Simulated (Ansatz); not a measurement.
HfB2 in space group P6/mmm (No. 191; Hf on 1a, B on 2d) at seven volumes, the program Ansatz at the LDA level (PAW), shape and atoms relaxed at each. One row is withheld.

| V (Å³/atom) | P (GPa) |
|---|---|
| 8.656 | ? |
| 8.942 | 19.09 |
| 9.227 | 8.84 |
| 9.512 | 0.00 |
| 9.798 | -7.63 |
| 10.083 | -14.22 |
| 10.369 | -19.91 |

### Question
Fit the shown pressures and predict the withheld one.

### Answer
P = (3/2)B₀(x^(7/2) − x^(5/2))[1 + (3/4)(B′ − 4)(x − 1)] with x = (V₀/V)^(2/3). Least squares on the six rows gives V₀ = 9.512 Å³/atom, B₀ = 273 GPa, B′ = 3.93. At V = 8.656, x = 1.0649 and P = 30.99 GPa. The run itself gave 30.99 GPa.

Symmetry was held in the LDA relaxation; of distortions, only those at the zone centre were tested. The run is not spin-polarised. Scalar-relativistic: spin–orbit coupling is off unless named, which matters more the heavier the elements.

Potentials: the later of the program's two PAW sets.
